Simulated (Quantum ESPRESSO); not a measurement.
## IrHfRuMo2W3 (one run as intended and one with a planted mistake)

A calculation, not a measurement. The program is pw.x of Quantum ESPRESSO 7.5 (plane-wave density functional theory). The cell is made up: eight metal atoms on a face-centred cubic lattice, with elements, volume, strain and displacements drawn at random and not relaxed, so it may be unstable or far from any real phase. PseudoDojo standard norm-conserving files set the functional (PBE unless stated); there is no spin polarisation or spin-orbit coupling, the Fermi-Dirac width of 0.25 eV means electrons at about 2900 K, and the masses in the input are unused placeholders. Heavy elements are run without spin-orbit coupling, which real alloys of them have. A spin test at this wide smearing found no moment, but such smearing suppresses magnetism that the real alloy may have.

Intended input:

```
&control calculation='scf', pseudo_dir='./dojo.nc.sr.pbe.v0_5.standard.upf', outdir='./o', disk_io='minimal', tprnfor=.true., tstress=.true. /
&system ibrav=0, nat=8, ntyp=5, nbnd=76, ecutwfc=84.00895049, nosym=.true., tot_charge=0,
 occupations='smearing', smearing='fd', degauss=0.0183746611
/
&electrons conv_thr=1.470e-08, electron_maxstep=70, mixing_beta=0.5 /
ATOMIC_SPECIES
Hf 1.0 Hf.upf
Ir 1.0 Ir.upf
Mo 1.0 Mo.upf
Ru 1.0 Ru.upf
W 1.0 W.upf
CELL_PARAMETERS angstrom
2.0194 4.0388 2.0194
2.0194 -4.0388 2.0194
4.0388 0.0 -4.0388
ATOMIC_POSITIONS angstrom
Ir 0.0918 0.1041 0.0978
Hf 2.0971 0.1306 -1.9884
Ru 2.0518 -2.1075 -0.0693
Mo 4.0862 -1.8756 -2.0619
W 2.0431 2.0079 -0.0152
W 3.9176 2.1049 -2.0632
W 2.0413 0.0357 2.0476
Mo 4.1477 0.1649 0.0498
K_POINTS automatic
5 5 4 1 1 1
```

The log is shortened where brackets say so; the opening notice, blank lines, dates and the lines on written files are dropped, and the path of the files is cut. It prints rydbergs, bohrs and kilobars, and counts compression as positive stress. Its total energy is the free energy E - TS of the whole cell.

Log of the intended run:

```
     Program PWSCF v.7.5
     Parallel version (MPI & OpenMP), running on       4 processor cores
     Number of MPI processes:                 4
     Threads/MPI process:                     1
     [start-up lines left out]
     bravais-lattice index     =            0
     lattice parameter (alat)  =       9.3475  a.u.
     unit-cell volume          =     889.1676 (a.u.)^3
     number of atoms/cell      =            8
     number of atomic types    =            5
     number of electrons       =       115.00
     number of Kohn-Sham states=           76
     kinetic-energy cutoff     =      84.0090  Ry
     charge density cutoff     =     336.0358  Ry
     scf convergence threshold =      1.5E-08
     mixing beta               =       0.5000
     number of iterations used =            8  plain     mixing
     Exchange-correlation= PBE
                           (   1   4   3   4   0   0   0)
     [axes and pseudopotential details left out]
   Cartesian axes
     site n.     atom                  positions (alat units)
         1        Ir     tau(   1) = (   0.0185586   0.0210452   0.0197716  )
         2        Hf     tau(   2) = (   0.4239564   0.0264025  -0.4019812  )
         3        Ru     tau(   3) = (   0.4147984  -0.4260589  -0.0140099  )
         4        Mo     tau(   4) = (   0.8260791  -0.3791772  -0.4168402  )
         5        W      tau(   5) = (   0.4130396   0.4059234  -0.0030729  )
         6        W      tau(   6) = (   0.7919944   0.4255332  -0.4171030  )
         7        W      tau(   7) = (   0.4126757   0.0072172   0.4139493  )
         8        Mo     tau(   8) = (   0.8385121   0.0333367   0.0100677  )
     number of k points=    50  Fermi-Dirac smearing, width (Ry)=  0.0184
                       cart. coord. in units 2pi/alat
        k(    1) = (   0.1990210   0.0000000   0.0459279), wk =   0.0400000
        k(    2) = (   0.3521142   0.0000000  -0.1071652), wk =   0.0400000
     [further k points left out]
     Dense  grid:    92593 G-vectors     FFT dimensions: (  60,  60,  64)
     Estimated max dynamical RAM per process >     363.69 MB
     Estimated total dynamical RAM >       1.35 GB
     Initial potential from superposition of free atoms
     starting charge     114.9928, renormalised to     115.0000
     Starting wfcs are   80 randomized atomic wfcs
     total cpu time spent up to now is        5.5 secs
     per-process dynamical memory:   274.8 Mb
     Self-consistent Calculation
     iteration #  1     ecut=    84.01 Ry     beta= 0.50
     Davidson diagonalization with overlap
     ethr =  1.00E-02,  avg # of iterations =  2.9
     total cpu time spent up to now is       17.8 secs
     total energy              =   -1280.38628227 Ry
     estimated scf accuracy    <       2.00298050 Ry
     iteration #  2     ecut=    84.01 Ry     beta= 0.50
     Davidson diagonalization with overlap
     ethr =  1.74E-03,  avg # of iterations =  3.6
     total cpu time spent up to now is       31.2 secs
     total energy              =   -1279.67714201 Ry
     estimated scf accuracy    <      20.15583841 Ry
     [iterations 3 to 17 left out]
     iteration # 18     ecut=    84.01 Ry     beta= 0.50
     Davidson diagonalization with overlap
     ethr =  1.13E-10,  avg # of iterations =  1.3
     total cpu time spent up to now is      198.7 secs
     total energy              =   -1281.44806540 Ry
     estimated scf accuracy    <       0.00000002 Ry
     iteration # 19     ecut=    84.01 Ry     beta= 0.50
     Davidson diagonalization with overlap
     ethr =  2.03E-11,  avg # of iterations =  2.2
     total cpu time spent up to now is      208.8 secs
     End of self-consistent calculation
     [lines on levels left out]
!    total energy              =   -1281.44806540 Ry
     estimated scf accuracy    <          5.8E-09 Ry
     smearing contrib. (-TS)   =      -0.13666435 Ry
     internal energy E=F+TS    =   -1281.31140105 Ry
     The total energy is F=E-TS. E is the sum of the following terms:
     one-electron contribution =    -211.70879371 Ry
     hartree contribution      =     172.42637030 Ry
     xc contribution           =    -246.96955419 Ry
     ewald contribution        =    -995.05942345 Ry
     convergence has been achieved in  19 iterations
     Forces acting on atoms (cartesian axes, Ry/au):
     atom    1 type  2   force =    -0.01691379   -0.02548243   -0.03425341
     atom    2 type  1   force =    -0.04121246   -0.07752988    0.01116427
     atom    3 type  4   force =    -0.01957351    0.04525995    0.02580418
     atom    4 type  3   force =     0.02604754   -0.01852994   -0.04149481
     atom    5 type  5   force =    -0.02623447    0.05740332    0.06279266
     atom    6 type  5   force =     0.08696881    0.03822783   -0.01432766
     atom    7 type  5   force =     0.02060906    0.00496977   -0.01053830
     atom    8 type  3   force =    -0.02969118   -0.02431863    0.00085306
     Total force =     0.187015     Total SCF correction =     0.000106
     Computing stress (Cartesian axis) and pressure
          total   stress  (Ry/bohr**3)                   (kbar)     P=        6.55
  -0.00002353   0.00010163   0.00006360           -3.46       14.95        9.36
   0.00010163   0.00011534   0.00011947           14.95       16.97       17.57
   0.00006360   0.00011947   0.00004186            9.36       17.57        6.16
     init_run     :      5.23s CPU      5.43s WALL (       1 calls)
     electrons    :    199.15s CPU    203.29s WALL (       1 calls)
     forces       :      2.30s CPU      2.32s WALL (       1 calls)
     stress       :      7.79s CPU      7.92s WALL (       1 calls)
     [timing details left out]
     PWSCF        :   3m34.62s CPU   3m39.11s WALL
     JOB DONE.
```

A second run has one planted mistake: the cell and the positions are scaled by a wrong factor. The input lines that differ:

```
- 2.0194 4.0388 2.0194
- 2.0194 -4.0388 2.0194
- 4.0388 0.0 -4.0388
+ 1.9984 3.9968 1.9984
+ 1.9984 -3.9968 1.9984
+ 3.9968 0.0 -3.9968
- Ir 0.0918 0.1041 0.0978
- Hf 2.0971 0.1306 -1.9884
- Ru 2.0518 -2.1075 -0.0693
- Mo 4.0862 -1.8756 -2.0619
- W 2.0431 2.0079 -0.0152
- W 3.9176 2.1049 -2.0632
- W 2.0413 0.0357 2.0476
- Mo 4.1477 0.1649 0.0498
+ Ir 0.0908 0.103 0.0968
+ Hf 2.0753 0.1292 -1.9677
+ Ru 2.0305 -2.0856 -0.0686
+ Mo 4.0437 -1.8561 -2.0405
+ W 2.0219 1.987 -0.015
+ W 3.8769 2.083 -2.0417
+ W 2.0201 0.0353 2.0263
+ Mo 4.1046 0.1632 0.0493
```

Its log:

```
     Program PWSCF v.7.5
     Parallel version (MPI & OpenMP), running on       4 processor cores
     Number of MPI processes:                 4
     Threads/MPI process:                     1
     [start-up lines left out]
     bravais-lattice index     =            0
     lattice parameter (alat)  =       9.2503  a.u.
     unit-cell volume          =     861.7154 (a.u.)^3
     number of atoms/cell      =            8
     number of atomic types    =            5
     number of electrons       =       115.00
     number of Kohn-Sham states=           76
     kinetic-energy cutoff     =      84.0090  Ry
     charge density cutoff     =     336.0358  Ry
     scf convergence threshold =      1.5E-08
     mixing beta               =       0.5000
     number of iterations used =            8  plain     mixing
     Exchange-correlation= PBE
                           (   1   4   3   4   0   0   0)
     [axes and pseudopotential details left out]
   Cartesian axes
     site n.     atom                  positions (alat units)
         1        Ir     tau(   1) = (   0.0185493   0.0210416   0.0197750  )
         2        Hf     tau(   2) = (   0.4239580   0.0263940  -0.4019767  )
         3        Ru     tau(   3) = (   0.4148059  -0.4260622  -0.0140141  )
         4        Mo     tau(   4) = (   0.8260777  -0.3791782  -0.4168488  )
         5        W      tau(   5) = (   0.4130490   0.4059194  -0.0030643  )
         6        W      tau(   6) = (   0.7920025   0.4255310  -0.4170939  )
         7        W      tau(   7) = (   0.4126813   0.0072114   0.4139479  )
         8        Mo     tau(   8) = (   0.8385188   0.0333397   0.0100714  )
     number of k points=    50  Fermi-Dirac smearing, width (Ry)=  0.0184
                       cart. coord. in units 2pi/alat
        k(    1) = (   0.1990210   0.0000000   0.0459279), wk =   0.0400000
        k(    2) = (   0.3521142   0.0000000  -0.1071652), wk =   0.0400000
     [further k points left out]
     Dense  grid:    89593 G-vectors     FFT dimensions: (  54,  54,  64)
     Estimated max dynamical RAM per process >     350.45 MB
     Estimated total dynamical RAM >       1.30 GB
     Initial potential from superposition of free atoms
     starting charge     114.9928, renormalised to     115.0000
     Starting wfcs are   80 randomized atomic wfcs
     total cpu time spent up to now is        5.4 secs
     per-process dynamical memory:   264.5 Mb
     Self-consistent Calculation
     iteration #  1     ecut=    84.01 Ry     beta= 0.50
     Davidson diagonalization with overlap
     ethr =  1.00E-02,  avg # of iterations =  2.9
     total cpu time spent up to now is       18.0 secs
     total energy              =   -1280.40137019 Ry
     estimated scf accuracy    <       1.95977448 Ry
     iteration #  2     ecut=    84.01 Ry     beta= 0.50
     Davidson diagonalization with overlap
     ethr =  1.70E-03,  avg # of iterations =  3.7
     total cpu time spent up to now is       31.6 secs
     total energy              =   -1279.80039765 Ry
     estimated scf accuracy    <      18.20508933 Ry
     [iterations 3 to 16 left out]
     iteration # 17     ecut=    84.01 Ry     beta= 0.50
     Davidson diagonalization with overlap
     ethr =  4.06E-11,  avg # of iterations =  3.1
     total cpu time spent up to now is      196.8 secs
     total energy              =   -1281.43947383 Ry
     estimated scf accuracy    <       0.00000013 Ry
     iteration # 18     ecut=    84.01 Ry     beta= 0.50
     Davidson diagonalization with overlap
     ethr =  4.06E-11,  avg # of iterations =  1.8
     total cpu time spent up to now is      207.3 secs
     End of self-consistent calculation
     [lines on levels left out]
!    total energy              =   -1281.43947383 Ry
     estimated scf accuracy    <          7.7E-09 Ry
     smearing contrib. (-TS)   =      -0.13182853 Ry
     internal energy E=F+TS    =   -1281.30764530 Ry
     The total energy is F=E-TS. E is the sum of the following terms:
     one-electron contribution =    -196.77873212 Ry
     hartree contribution      =     168.27791052 Ry
     xc contribution           =    -247.29019809 Ry
     ewald contribution        =   -1005.51662562 Ry
     convergence has been achieved in  18 iterations
     Forces acting on atoms (cartesian axes, Ry/au):
     atom    1 type  2   force =    -0.02068519   -0.03079567   -0.04232748
     atom    2 type  1   force =    -0.04368597   -0.08491765    0.01190582
     atom    3 type  4   force =    -0.01969853    0.05370045    0.03053075
     atom    4 type  3   force =     0.02451971   -0.02013777   -0.04346010
     atom    5 type  5   force =    -0.02759898    0.06490651    0.06783850
     atom    6 type  5   force =     0.09666111    0.04099604   -0.01217766
     atom    7 type  5   force =     0.02386320    0.00533916   -0.01177121
     atom    8 type  3   force =    -0.03337536   -0.02909107   -0.00053862
     Total force =     0.207303     Total SCF correction =     0.000211
     Computing stress (Cartesian axis) and pressure
          total   stress  (Ry/bohr**3)                   (kbar)     P=       87.33
   0.00052077   0.00011209   0.00005743           76.61       16.49        8.45
   0.00011209   0.00065931   0.00012226           16.49       96.99       17.99
   0.00005743   0.00012226   0.00060097            8.45       17.99       88.41
     init_run     :      5.11s CPU      5.29s WALL (       1 calls)
     electrons    :    197.99s CPU    201.88s WALL (       1 calls)
     forces       :      2.37s CPU      2.38s WALL (       1 calls)
     stress       :      8.30s CPU      8.46s WALL (       1 calls)
     [timing details left out]
     PWSCF        :   3m33.92s CPU   3m38.19s WALL
     JOB DONE.
```

|  | intended run | run with the mistake |
| --- | --- | --- |
| free energy (eV) | -17434.989 | -17434.872 |
| entropy term -TS, part of it (eV) | -1.859 | -1.794 |
| pressure (GPa) | 0.66 | 8.73 |
| size of the largest force component (eV/Å) | 2.236 | 2.485 |
| largest change of a force component (eV/Å) |  | 0.249 |
| iterations | 19 | 18 |

For scale, a rerun of the intended cell at a higher cutoff and on a denser mesh moved values by no more than 0.010 eV in energy, 0.13 GPa in stress and 0.014 eV/Å in force, and a second program with other atomic files agreed on that cell to 2 % rms in force and 0.5 GPa in pressure.